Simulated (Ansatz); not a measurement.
Task: Zn (hcp (Mg type), P6_3/mmc) is relaxed with plane-wave PAW PBEsol (Ansatz code). What lattice parameters of the conventional cell result?

Result: a = 2.588 Å, c = 4.928 Å.

Its a lies over 2 % below tabulated measurements.

The cell keeps a stress of up to 0.3 GPa. The PBEsol relaxation kept the symmetry of its start. Axis ratios of metals converge slowly with the k-mesh, so a and c are less sure than the volume.

Potentials: the later of the program's two PAW sets.
